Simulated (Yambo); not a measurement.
A G0W0@PBEsol run in Yambo for K2NaScF6 (space group Fm-3m, No. 225) (2×2×2 Γ-centred k mesh, bands 3 to 304 and a 8 Ry block in the screening, 304 bands in G with the Bruneval-Gonze terminator, plasmon pole fitted at 27.2 eV) gives these matrix elements, in eV, at the band edges (Γ → Γ):

```
state               E0    <Vxc>     <Σx>  <Σc(E0)>      Z
---------------  -----  -------  -------  --------  -----
valence edge     0.000  -22.349  -30.112     4.785  0.809
conduction edge  6.648   -8.763   -4.466    -2.928  0.896
```

**Question.** Solve the linearised quasiparticle equation for both states, give the gap, and say how exchange and correlation each act on it.

**Answer.** E = E0 + Z(Σx + Σc − Vxc). Valence: 0.000 + 0.809 × (-30.112 + (4.785) − (-22.349)) = -2.41 eV. Conduction: 6.648 + 0.896 × (-4.466 + (-2.928) − (-8.763)) = 7.87 eV. The gap is 10.28 eV, against 6.65 eV in PBEsol. Replacing Vxc by bare exchange alone would open it by 12.06 eV; correlation takes back 7.71 eV of that, and Z scales what is left. Nearest settings tried, and what they do to the gap: 238 bands in W, 238 bands in G: +16 meV; 6 Ry block (307 vectors against 459): -10 meV; 1×1×1 mesh: -113 meV. So the settings aren't converged at that level. The k mesh is coarse. 

Geometry of the Materials Project entry, not relaxed at this level; primitive cell a = 6.0880 Å, b = 6.0880 Å, c = 6.0880 Å, α = 60.00°, β = 60.00°, γ = 60.00°.
